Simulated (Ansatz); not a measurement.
The relaxed structure here is a generated cell of LiNbO3: the first start was made by placing the elements on the sites of a structure type, and the end was not matched to a known phase here, so it may be hypothetical. Known forms of LiNbO3 include space group No. 161.

A structure of LiNbO3 relaxed with r2SCAN (plane waves to 500 eV, PAW, scalar-relativistic; Ansatz, a first-principles code); single points at other levels follow on the same geometry (Ansatz, PAW; HSE06 at 420 eV on a 4×3×4 k-mesh; no spin-orbit coupling). Space group Pnma (No. 62).

```yaml
crystal:
  lattice:
    - [5.41081, 0.00000, 0.00000]
    - [0.00000, 7.53406, 0.00000]
    - [0.00000, 0.00000, 5.17358]
  atoms:
    - { symbol: Li, position: [0.49435, 0.25000, 0.99926] }
    - { symbol: Li, position: [0.99435, 0.25000, 0.50074] }
    - { symbol: Li, position: [0.50565, 0.75000, 0.00074] }
    - { symbol: Li, position: [0.00565, 0.75000, 0.49926] }
    - { symbol: Nb, position: [0.00000, 0.00000, 0.00000] }
    - { symbol: Nb, position: [0.50000, 0.50000, 0.50000] }
    - { symbol: Nb, position: [0.00000, 0.50000, 0.00000] }
    - { symbol: Nb, position: [0.50000, 0.00000, 0.50000] }
    - { symbol: O, position: [0.03381, 0.25000, 0.11766] }
    - { symbol: O, position: [0.53381, 0.25000, 0.38234] }
    - { symbol: O, position: [0.96619, 0.75000, 0.88234] }
    - { symbol: O, position: [0.46619, 0.75000, 0.61766] }
    - { symbol: O, position: [0.30974, 0.55968, 0.18436] }
    - { symbol: O, position: [0.80974, 0.94032, 0.31564] }
    - { symbol: O, position: [0.69026, 0.05968, 0.81564] }
    - { symbol: O, position: [0.19026, 0.44032, 0.68436] }
    - { symbol: O, position: [0.69026, 0.44032, 0.81564] }
    - { symbol: O, position: [0.19026, 0.05968, 0.68436] }
    - { symbol: O, position: [0.30974, 0.94032, 0.18436] }
    - { symbol: O, position: [0.80974, 0.55968, 0.31564] }
```

| level | gap (eV) | kind | conduction minimum |
|---|---|---|---|
| r2SCAN | 3.01 | indirect | Γ |
| HSE06 | [?] | – | [?] |

Some entries are withheld; supply them.


- HSE06, gap (eV): 3.95
- HSE06, conduction minimum: Γ

HSE06 gaps come from a coarse mesh plus a few chosen points, so they may be too large. For this cell size the semilocal gaps come from the SCF mesh and high-symmetry points. No spin polarisation in the result.

The run could not lose the symmetry of its start, so the end can be a saddle point.
